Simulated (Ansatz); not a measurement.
**LiCl at -0.9 GPa (stress–strain coefficients): relaxed-ion elastic tensor**

The calculation used DFT LDA, scalar-relativistic, plane waves, PAW (Ansatz 0.2.0). Plane waves to 420 eV; Γ-centred k mesh 8×8×8; fixed occupations. No spin polarisation.

The cell is fixed (symmetry leaves no force on the atoms) and stands under -0.9 GPa:
```
CELL_PARAMETERS angstrom
0.00000 2.50140 2.50140
2.50140 0.00000 2.50140
2.50140 2.50140 0.00000
ATOMIC_POSITIONS crystal
Li 0.00000 0.00000 0.00000
Cl 0.50000 0.50000 0.50000
```

The cell is the ideal cubic rocksalt prototype.

Task: Give the relaxed-ion elastic constants (GPa, Voigt order xx yy zz yz xz xy, on the axes of the cell above).

Result:
C11 = 67.7, C12 = 21.5, C13 = 21.5, C22 = 67.7, C23 = 21.5, C33 = 67.7, C44 = 27.1, C55 = 27.1, C66 = 27.1 GPa; the others vanish.

Task: Is the crystal stable against homogeneous strain?

Result: Yes: the least eigenvalue of the tensor is 27.1 GPa.

Task: And the moduli of a polycrystal (Hill averages)?

Result: B = 37 GPa, G = 25 GPa, E = 62 GPa, ν = 0.22.

Cost: 1 run of about 0.18 core-minutes, on Intel Xeon Processor @ 2.50GHz (Skylake/Cascade Lake) (shared hosts).